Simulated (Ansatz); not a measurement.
TiZnO₃:
Space group R-3, hexagonal axes (No. 148); a = b = 5.0606 Å, c = 13.8234 Å, α = β = 90.00°, γ = 120.00°

```tsv
atom	site	symmetry	x	y	z
Ti	6c	3.	0.0000	0.0000	0.1460
Zn	6c	3.	0.0000	0.0000	0.3606
O	18f	1	0.3500	0.0370	0.0875
```
(The calculation used a cell of 10 atoms; values per cell refer to that cell.)

Relaxed with PBEsol. The program Ansatz at the PBEsol level (PAW) gives a gap of 3.07 eV.

Question: What gap does HSE06 give on the same cell (Ansatz, PAW)?

Answer: 4.78 eV, 1.72 eV more. The hybrid was solved on a coarser mesh and at special points; its gap is the smallest among all of these.

```tsv
k	v1 PBEsol	c1 PBEsol	v1 HSE06	c1 HSE06
Γ	-0.21	3.41	…	…
T	-0.28	3.44	…	…
L	-0.25	3.11	…	…
F	-0.21	3.11	-0.21	4.81
S0	-0.30	3.22	…	…
H0	-0.29	3.25	-0.32	4.96
```

Question: Top valence (v1) and lowest conduction level (c1) in eV from each method's valence maximum (which need not be a listed point): supply the withheld HSE06 values.

Answer: 
- Γ, v1 HSE06: -0.20
- Γ, c1 HSE06: 5.18
- S0, v1 HSE06: -0.32
- S0, c1 HSE06: 4.93
- T, v1 HSE06: -0.28
- T, c1 HSE06: 5.20
- L, v1 HSE06: -0.28
- L, c1 HSE06: 4.84

Cost on shared cores: the PBEsol run (SCF on a 7×7×7 mesh, then bands and DOS) about 2.9 core-minutes (a rough figure), the HSE06 run (SCF on 4×4×4, then a few points) about 8 core-minutes (a rough figure); the tasks are unlike.

The first step of the workflow began from a Materials Project structure, measured or hypothetical; the Crystallography Open Database copy checked does not list it. Its standing as an ambient phase is unchecked. Symmetry was held in the PBEsol relaxation; whether a distortion lowers the energy is not shown. The run is not spin-polarised.

Potentials: the later of the program's two PAW sets.
